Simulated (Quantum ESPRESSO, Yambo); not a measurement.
# Levels of theory for the gap of NaOH

NaOH (space group Cmcm, No. 63): one geometry, one set of norm-conserving PBEsol (Quantum ESPRESSO, 88 Ry, no spin-orbit coupling) orbitals, self-energies from Yambo (4×4×4 Γ-centred k mesh, bands 3 to 118 and a 8 Ry block in the screening, 118 bands in G with the Bruneval-Gonze terminator, plasmon pole fitted at 27.2 eV).

Cell and atoms were relaxed with PBE+D3(BJ) from Materials Project entry mp-23891, within its symmetry.

| level | gap Γ → Γ (eV) | rough Yambo cost |
|---|---|---|
| PBEsol (Quantum ESPRESSO) | 3.05 | – |
| exchange only (Hartree-Fock self-energy on PBEsol orbitals) | 13.12 | about 1/10 (12 states) |
| static COHSEX@PBEsol | 7.26 | within a factor of two (2 states) |
| G0W0@PBEsol, plasmon pole | 5.85 | 1 (12 states) |

Bare exchange has no screening and gives the widest gap; static COHSEX screens it but leaves out the frequency dependence, which G0W0 restores.

Costs are rough ratios of core time on shared machines.

Nearest settings tried, and what they do to the gap: 7 Ry block (131 vectors against 159): -43 meV. Not varied: bands in G, bands in W, mesh. So the settings aren't converged at that level.

The structure is a Materials Project entry; no match was found in the copy of COD used, and its stability was not checked.
